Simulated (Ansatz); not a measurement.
**Be (hcp)**

Level of theory: DFT, PBEsol, scalar-relativistic, no spin polarisation; plane waves to 420 eV with PAW datasets (Ansatz 0.2.0), 20×20×12 k-mesh, Gaussian smearing of 0.05 eV; PAW files: Ansatz's generated set soft_2.

```
CELL_PARAMETERS angstrom
2.25952 0.00000 0.00000
-1.12976 1.95680 0.00000
0.00000 0.00000 3.54510
ATOMIC_POSITIONS crystal
Be 0.33333 0.66667 0.75000
Be 0.66667 0.33333 0.25000
```

At this volume the pressure is 0.08 GPa.

Path: Γ–M–K–Γ–A–L–H–A | L–M | H–K, with Γ = (0.000, 0.000, 0.000), M = (0.500, 0.000, 0.000), K = (0.333, 0.333, 0.000), A = (0.000, 0.000, 0.500), L = (0.500, 0.000, 0.500), H = (0.333, 0.333, 0.500) in reciprocal vectors of the calculation's cell.

Problem. Is it a metal or an insulator, and if it has a gap, where are the band edges on this path?

Solution. A metal: bands cross the Fermi level.

Levels between -6 and 6 eV from the Fermi level at the path's named points:
```tsv
point	below E_F (eV)	above E_F (eV)
Γ	-4.36	1.31
M	-4.97 -3.06	3.75
K	-2.44 -0.93 -0.93	
A		
L	-3.57 -3.57	1.69 1.69
H	-1.07 -1.07	0.43 0.43
```
